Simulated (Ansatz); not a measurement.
Cu3Au:
```yaml
crystal:
  lattice:
    - [3.72381, 5.26310, 0.00000]
    - [-3.72381, 5.26310, 0.00000]
    - [-3.71255, 0.00000, 5.27253]
  atoms:
    - { symbol: Cu, position: [0.37175, 0.13632, 0.73769] }
    - { symbol: Cu, position: [0.61068, 0.13210, 0.49498] }
    - { symbol: Cu, position: [0.61263, 0.38737, 0.73593] }
    - { symbol: Au, position: [0.86458, 0.86458, 0.00000] }
    - { symbol: Cu, position: [0.38737, 0.61263, 0.26407] }
    - { symbol: Cu, position: [0.62432, 0.62432, 0.00000] }
    - { symbol: Cu, position: [0.62825, 0.86368, 0.26231] }
    - { symbol: Cu, position: [0.86790, 0.38932, 0.49498] }
    - { symbol: Cu, position: [0.86368, 0.62825, 0.73769] }
    - { symbol: Cu, position: [0.13210, 0.61068, 0.50502] }
    - { symbol: Au, position: [0.14013, 0.85987, 0.75362] }
    - { symbol: Cu, position: [0.37568, 0.37568, 0.00000] }
    - { symbol: Au, position: [0.85987, 0.14013, 0.24638] }
    - { symbol: Au, position: [0.13542, 0.13542, 0.00000] }
    - { symbol: Cu, position: [0.13632, 0.37175, 0.26231] }
    - { symbol: Cu, position: [0.38932, 0.86790, 0.50502] }
```

Relaxed with PBEsol. Special points in fractions of this cell's reciprocal vectors: Γ (0.000, 0.000, 0.000); Y (0.500, 0.500, 0.000); M (0.500, 0.500, 0.500); A (0.000, 0.000, 0.500); L2 (0.000, 0.500, 0.500); V2 (0.000, 0.500, 0.000).

Question: List the band energies nearest the Fermi level at these points for DFT-PBEsol in the program Ansatz with PAW potentials.

Answer: In eV from the Fermi level; about four levels below and three above (degenerate sets whole), none deeper than 8.9 eV; points with the same levels are listed once.

| k | below | above |
|---|---|---|
| Γ | -0.14 -0.11 -0.08 -0.08 | 1.20 1.23 1.23 |
| Y | -1.64 -1.59 -1.58 -0.08 | 0.12 0.15 0.44 |
| M | -1.16 -1.15 -1.14 -1.12 | 3.49 3.53 3.67 |
| A | -1.65 -1.57 -1.57 -0.07 | 0.12 0.16 0.46 |
| L2 | -1.67 -1.66 -1.65 -1.57 -1.56 | 0.12 0.12 0.16 0.17 |
| V2 | -1.61 -1.59 -0.08 -0.07 | 0.45 0.46 2.18 |

Space group C2/m. The start of the workflow was typed in or built on a structure type; neither database checked (COD, Materials Project) lists it. It is not the phase usual at ambient conditions (space group No. 221). The cell was relaxed with PBEsol under the symmetry of its start; whether a distortion lowers the energy is not shown. No spin polarisation was allowed. Spin–orbit coupling is left out wherever it is not named.

Potentials: the earlier of the program's two PAW sets. The files were generated under PBE; for other functionals the program regenerates the frozen cores, and for LDA and PBEsol the local potential too.
